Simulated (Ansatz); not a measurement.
The relaxed structure here is a generated cell of VSi2: the first start was made by placing the elements on the sites of a structure type, and the end was not matched to a known phase here, so it may be hypothetical.

One starting cell of VSi2 (a generated cell, VSi2 placed in the AFLOW prototype A2B_oP12_62_2c_c (C23, as in PbCl2)) was relaxed twice with Ansatz (plane waves, PAW, scalar-relativistic): with r2SCAN at 500 eV and with PBE at 420 eV. The r2SCAN result:

VSi2 has the orthorhombic space group Pnma (No. 62), Pearson symbol oP12. Conventional cell: a = 5.989 Å, b = 3.231 Å, c = 8.307 Å, α = β = γ = 90.00°. V on 4c is surrounded by 9 Si at 2.451–2.697 Å. Si1 on 4c is coordinated by 4 Si at 2.398–2.475 Å and 1 Si at 2.926 Å and 4 V at 2.451–2.527 Å. Si2 on 4c is surrounded by 2 Si at 2.475 Å and 2 Si at 2.693 Å and 1 Si at 2.926 Å and 5 V at 2.564–2.697 Å. (Neighbours: up to the widest gap in distance over summed covalent radii, below 1.35, at either atom; cation-cation and far metal-metal contacts left out.)

```tsv
quantity	r2SCAN	PBE
space group	Pnma	Pnma
volume (Å³/atom)	13.40	13.63
a (Å)	5.989	6.029
b (Å)	3.231	3.247
c (Å)	8.307	8.354
gap (eV, no spin-orbit coupling)	0.00	0.00
```

Both levels end in the same structure; PBE's volume is 1.7 % larger. Neither column is exact.

No spin polarisation in the result.

The run could not lose the symmetry of its start, so the end can be a saddle point.

Ansatz is a program for electronic structure.
